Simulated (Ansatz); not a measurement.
Ti3Al:
```xyz
8
Lattice="5.7562 0.0000 0.0000 -2.8781 4.9850 0.0000 0.0000 0.0000 4.6537" Properties=species:S:1:pos:R:3 pbc="T T T"
Ti     2.8781     3.2928     1.1634
Ti    -1.4126     4.1389     3.4902
Ti     1.4654     0.8461     1.1634
Ti     0.0000     1.6922     3.4902
Ti     4.2907     0.8461     1.1634
Ti     1.4126     4.1389     3.4902
Al     0.0000     3.3233     1.1634
Al     2.8781     1.6617     3.4902
```

Relaxed with PBE. Special points in fractions of this cell's reciprocal vectors: Γ (0.000, 0.000, 0.000); M (0.500, 0.000, 0.000); K (0.333, 0.333, 0.000); A (0.000, 0.000, 0.500); L (0.500, 0.000, 0.500); H (0.333, 0.333, 0.500).

Q: List the band energies nearest the Fermi level at these points for DFT-PBE in the program Ansatz with PAW potentials.

A: In eV from the Fermi level; about four levels below and three above (degenerate sets whole), none deeper than 8.9 eV; points with the same levels are listed once.

```
k                    below                above
-  -----------------------  -------------------
Γ  -0.90 -0.90 -0.48 -0.29       0.00 0.74 0.74
M  -0.73 -0.53 -0.34 -0.32       0.55 0.58 0.71
K  -0.55 -0.55 -0.12 -0.12       0.35 0.54 0.54
A  -0.51 -0.51 -0.07 -0.07  0.49 0.49 0.49 0.49
L  -0.32 -0.32 -0.13 -0.13  0.06 0.06 0.28 0.28
H  -0.29 -0.29 -0.08 -0.08  0.59 0.59 0.89 0.89
```

Space group P6_3/mmc. The cell was relaxed with PBE under the symmetry of its start. The run is not spin-polarised.

Potentials: the later of the program's two PAW sets.
